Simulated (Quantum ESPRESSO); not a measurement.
## Si4O6NF (input and log of a self-consistent run)

Computed values, not a measurement. The program is pw.x of Quantum ESPRESSO 7.5 (plane-wave density functional theory). The cell is made up: 12 atoms on a rutile lattice, with randomly drawn elements, strain and displacements, not relaxed. PseudoDojo standard norm-conserving files (v0.5 for PBE, v0.4.1 for LDA and PBEsol) set the functional; there is no spin polarisation, spin-orbit coupling or dispersion term, and the masses in the input are unused placeholders.

Input:

```
&control calculation='scf', pseudo_dir='./dojo.nc.sr.pbe.v0_5.standard.upf', outdir='./o', disk_io='medium', tprnfor=.true., tstress=.true. /
&system ibrav=0, nat=12, ntyp=4, nbnd=38, ecutwfc=84.00895049, nosym=.true., tot_charge=0,
 occupations='smearing', smearing='fd', degauss=0.0018374661
/
&electrons conv_thr=7.350e-09, electron_maxstep=60, /
ATOMIC_SPECIES
F 1.0 F.upf
N 1.0 N.upf
O 1.0 O.upf
Si 1.0 Si.upf
CELL_PARAMETERS angstrom
4.3409 0.0 0.0
0.0 4.3409 0.0
0.0 0.0 5.521
ATOMIC_POSITIONS angstrom
Si 0.0131 -0.0296 -0.0008
Si 2.2513 2.1786 1.3728
Si -0.0266 -0.025 2.752
Si 2.1721 2.1676 4.1749
O 1.2878 1.2658 0.0725
O 3.0316 2.995 0.0033
N 3.5088 0.8813 1.3524
O 0.8112 3.5508 1.3571
F 1.3487 1.2553 2.7228
O 3.0046 2.9736 2.755
O 3.5218 0.8838 4.2153
O 0.8252 3.5248 4.146
K_POINTS automatic
5 5 4 1 1 1
```

The log is shortened where brackets say so; the opening notice, blank lines, dates and the lines on written files are dropped, and the path of the files is cut. It prints rydbergs, bohrs and kilobars, and counts compression as positive stress. With no partly filled state, the Fermi energy that it prints is only some level between the filled and the empty states on the mesh, and need not lie in the true gap.

```
     Program PWSCF v.7.5
     Parallel version (MPI & OpenMP), running on       1 processor cores
     Number of MPI processes:                 1
     Threads/MPI process:                     1
     [start-up lines left out]
     bravais-lattice index     =            0
     lattice parameter (alat)  =       8.2031  a.u.
     unit-cell volume          =     702.0595 (a.u.)^3
     number of atoms/cell      =           12
     number of atomic types    =            4
     number of electrons       =        64.00
     number of Kohn-Sham states=           38
     kinetic-energy cutoff     =      84.0090  Ry
     charge density cutoff     =     336.0358  Ry
     scf convergence threshold =      7.3E-09
     mixing beta               =       0.7000
     number of iterations used =            8  plain     mixing
     Exchange-correlation= PBE
                           (   1   4   3   4   0   0   0)
     [axes and pseudopotential details left out]
   Cartesian axes
     site n.     atom                  positions (alat units)
         1        Si     tau(   1) = (   0.0030178  -0.0068189  -0.0001843  )
         2        Si     tau(   2) = (   0.5186252   0.5018775   0.3162478  )
         3        Si     tau(   3) = (  -0.0061278  -0.0057592   0.6339699  )
         4        Si     tau(   4) = (   0.5003801   0.4993435   0.9617591  )
         5        O      tau(   5) = (   0.2966666   0.2915985   0.0167016  )
         6        O      tau(   6) = (   0.6983805   0.6899491   0.0007602  )
         7        N      tau(   7) = (   0.8083116   0.2030224   0.3115483  )
         8        O      tau(   8) = (   0.1868737   0.8179871   0.3126310  )
         9        F      tau(   9) = (   0.3106959   0.2891797   0.6272432  )
        10        O      tau(  10) = (   0.6921606   0.6850192   0.6346610  )
        11        O      tau(  11) = (   0.8113064   0.2035983   0.9710659  )
        12        O      tau(  12) = (   0.1900988   0.8119975   0.9551015  )
     number of k points=    50  Fermi-Dirac smearing, width (Ry)=  0.0018
                       cart. coord. in units 2pi/alat
        k(    1) = (   0.1000000   0.1000000   0.0982816), wk =   0.0400000
        k(    2) = (   0.1000000   0.1000000   0.2948447), wk =   0.0400000
     [further k points left out]
     Dense  grid:    73153 G-vectors     FFT dimensions: (  48,  48,  64)
     Estimated max dynamical RAM per process >     103.78 MB
     Initial potential from superposition of free atoms
     starting charge      63.9975, renormalised to      64.0000
     Starting wfcs are   48 randomized atomic wfcs
     total cpu time spent up to now is       17.0 secs
     per-process dynamical memory:    68.2 Mb
     Self-consistent Calculation
     iteration #  1     ecut=    84.01 Ry     beta= 0.70
     Davidson diagonalization with overlap
     ethr =  1.00E-02,  avg # of iterations =  2.7
     total cpu time spent up to now is       51.0 secs
     total energy              =    -301.94741180 Ry
     estimated scf accuracy    <       2.67902518 Ry
     iteration #  2     ecut=    84.01 Ry     beta= 0.70
     Davidson diagonalization with overlap
     ethr =  4.19E-03,  avg # of iterations =  3.0
     total cpu time spent up to now is       88.3 secs
     total energy              =    -302.28751720 Ry
     estimated scf accuracy    <       3.17419404 Ry
     iteration #  3     ecut=    84.01 Ry     beta= 0.70
     Davidson diagonalization with overlap
     ethr =  4.19E-03,  avg # of iterations =  2.3
     total cpu time spent up to now is      118.0 secs
     total energy              =    -303.05570352 Ry
     estimated scf accuracy    <       0.35498533 Ry
     iteration #  4     ecut=    84.01 Ry     beta= 0.70
     Davidson diagonalization with overlap
     ethr =  5.55E-04,  avg # of iterations =  2.0
     total cpu time spent up to now is      143.6 secs
     total energy              =    -303.08109249 Ry
     estimated scf accuracy    <       0.04748523 Ry
     iteration #  5     ecut=    84.01 Ry     beta= 0.70
     Davidson diagonalization with overlap
     ethr =  7.42E-05,  avg # of iterations =  7.1
     total cpu time spent up to now is      177.5 secs
     total energy              =    -303.09029694 Ry
     estimated scf accuracy    <       0.00454203 Ry
     [iterations 6 to 7 left out]
     iteration #  8     ecut=    84.01 Ry     beta= 0.70
     Davidson diagonalization with overlap
     ethr =  1.04E-07,  avg # of iterations =  2.0
     total cpu time spent up to now is      272.5 secs
     total energy              =    -303.09144501 Ry
     estimated scf accuracy    <       0.00001055 Ry
     iteration #  9     ecut=    84.01 Ry     beta= 0.70
     Davidson diagonalization with overlap
     ethr =  1.65E-08,  avg # of iterations =  3.0
     total cpu time spent up to now is      300.5 secs
     total energy              =    -303.09144793 Ry
     estimated scf accuracy    <       0.00000218 Ry
     iteration # 10     ecut=    84.01 Ry     beta= 0.70
     Davidson diagonalization with overlap
     ethr =  3.40E-09,  avg # of iterations =  3.0
     total cpu time spent up to now is      326.9 secs
     total energy              =    -303.09144838 Ry
     estimated scf accuracy    <       0.00000020 Ry
     iteration # 11     ecut=    84.01 Ry     beta= 0.70
     Davidson diagonalization with overlap
     ethr =  3.18E-10,  avg # of iterations =  2.7
     total cpu time spent up to now is      352.9 secs
     total energy              =    -303.09144841 Ry
     estimated scf accuracy    <       0.00000001 Ry
     iteration # 12     ecut=    84.01 Ry     beta= 0.70
     Davidson diagonalization with overlap
     ethr =  2.07E-11,  avg # of iterations =  3.0
     total cpu time spent up to now is      385.2 secs
     End of self-consistent calculation
          k = 0.1000 0.1000 0.0983 (  9111 PWs)   bands (ev):
   -17.7524 -11.9409 -10.3993  -9.8659  -9.6072  -9.1844  -8.6572  -3.4780
    -1.9766  -0.9186  -0.0377   0.8848   1.4131   1.5447   2.4280   3.1862
     3.2525   3.4854   3.9262   4.0833   4.5966   4.9776   5.2073   5.6857
     5.8986   6.2988   6.5621   7.1711   7.9857   8.3625   8.7374  10.5713
    12.5614  14.8715  15.5460  16.0784  17.1212  17.6977
     [levels at the other k points left out]
     the Fermi energy is    11.4877 ev
!    total energy              =    -303.09144841 Ry
     estimated scf accuracy    <          4.4E-09 Ry
     smearing contrib. (-TS)   =      -0.00000000 Ry
     internal energy E=F+TS    =    -303.09144841 Ry
     The total energy is F=E-TS. E is the sum of the following terms:
     one-electron contribution =     -43.67508950 Ry
     hartree contribution      =      68.46061758 Ry
     xc contribution           =     -80.97074957 Ry
     ewald contribution        =    -246.90622692 Ry
     convergence has been achieved in  12 iterations
     Forces acting on atoms (cartesian axes, Ry/au):
     atom    1 type  4   force =    -0.08033563    0.08447690    0.09252547
     atom    2 type  4   force =     0.08285709   -0.02245150   -0.11379849
     atom    3 type  4   force =    -0.14220056    0.00297892   -0.08662805
     atom    4 type  4   force =     0.08056466    0.02498890    0.11233808
     atom    5 type  3   force =     0.06468645    0.08680714   -0.09602902
     atom    6 type  3   force =    -0.04903967   -0.00316553   -0.05060729
     atom    7 type  2   force =     0.00718613   -0.03857529    0.08254155
     atom    8 type  3   force =     0.07281590   -0.09312697    0.06429031
     atom    9 type  1   force =     0.01045514    0.03880864    0.06421947
     atom   10 type  3   force =    -0.06510686   -0.02242208    0.06476562
     atom   11 type  3   force =     0.00431644   -0.03493253   -0.08442103
     atom   12 type  3   force =     0.01380091   -0.02338659   -0.04919663
     Total force =     0.410509     Total SCF correction =     0.000090
     Computing stress (Cartesian axis) and pressure
          total   stress  (Ry/bohr**3)                   (kbar)     P=     -105.33
  -0.00066423   0.00069236  -0.00001906          -97.71      101.85       -2.80
   0.00069236  -0.00067576   0.00002909          101.85      -99.41        4.28
  -0.00001906   0.00002909  -0.00080803           -2.80        4.28     -118.86
     init_run     :     14.11s CPU     16.81s WALL (       1 calls)
     electrons    :    350.67s CPU    368.14s WALL (       1 calls)
     forces       :      5.89s CPU      5.98s WALL (       1 calls)
     stress       :     24.22s CPU     24.29s WALL (       1 calls)
     [timing details left out]
     PWSCF        :   6m35.13s CPU   6m57.36s WALL
     JOB DONE.
```

In other units: free energy -4123.769 eV for the cell, pressure -10.53 GPa, largest force component 3.656 eV/Å. A rerun of a related cell, with the same atoms placed differently, at 1437 eV and a 7 x 7 x 6 mesh moved values by no more than 0.003 eV in energy, 0.04 GPa in stress and 0.003 eV/Å in force.